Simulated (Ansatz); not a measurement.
A relaxed cell of In3SbAs2 is given with its symmetry left out. The cell was found from a structure generator's guess, not taken from experiment.

Computed with Ansatz, DFT PBE, scalar-relativistic, plane waves, PAW. Cutoff 420 eV, Γ-centred mesh, Gaussian smearing, no spin polarisation.

```cif
data_structure
_symmetry_space_group_name_H-M 'P 1'
_symmetry_Int_Tables_number 1
_cell_length_a 2.9617
_cell_length_b 6.0074
_cell_length_c 8.8507
_cell_angle_alpha 90.000
_cell_angle_beta 90.000
_cell_angle_gamma 90.000
_cell_volume 157.48
loop_
_atom_site_label
_atom_site_type_symbol
_atom_site_fract_x
_atom_site_fract_y
_atom_site_fract_z
_atom_site_occupancy
In1 In 0.00000 0.00000 0.50000 1
In2 In 0.00000 0.00000 0.83391 1
In3 In 0.00000 0.00000 0.16609 1
Sb1 Sb 0.00000 0.50000 0.50000 1
As1 As 0.00000 0.50000 0.84611 1
As2 As 0.00000 0.50000 0.15389 1
```

The zero of energy is the elements' standard structures at the same level; no fitted shifts are applied.

**Question.** Find its symmetry and describe it.

**Answer.** Pmmm (No. 47). Conventional cell: a = 2.962 Å, b = 6.007 Å, c = 8.851 Å. In on a site of symmetry mmm is surrounded by 4 In at 2.96 Å and 2 Sb at 3.00 Å; In on a site of symmetry mm2 has 4 In at 2.94–2.96 Å and 2 As at 3.01 Å; Sb has 2 Sb at 2.96 Å, 2 In at 3.00 Å and 2 As at 3.06 Å; As is surrounded by 1 As at 2.72 Å, 2 As at 2.96 Å, 2 In at 3.01 Å and 1 Sb at 3.06 Å.

**Question.** How far does it lie from the elements in energy?

**Answer.** +0.12 eV/atom. A positive value: parting into the elements would lower its energy.

**Question.** Is it a metal?

**Answer.** Yes, bands cross the Fermi level on the 12×8×4 mesh.

The last run used a 12×8×4 mesh (in the run's order of axes) for its 6-atom cell and Gaussian smearing of 0.10 eV. These runs have no spin–orbit coupling, which can matter for Sb. The reference form of As is held partly by dispersion forces, which this level lacks. A structure relaxed within its symmetry needn't be a true minimum. Another cell of In3SbAs2 relaxed alike, in P3m1, lies 0.31 eV/atom lower, so this cell isn't the stable form at this level.
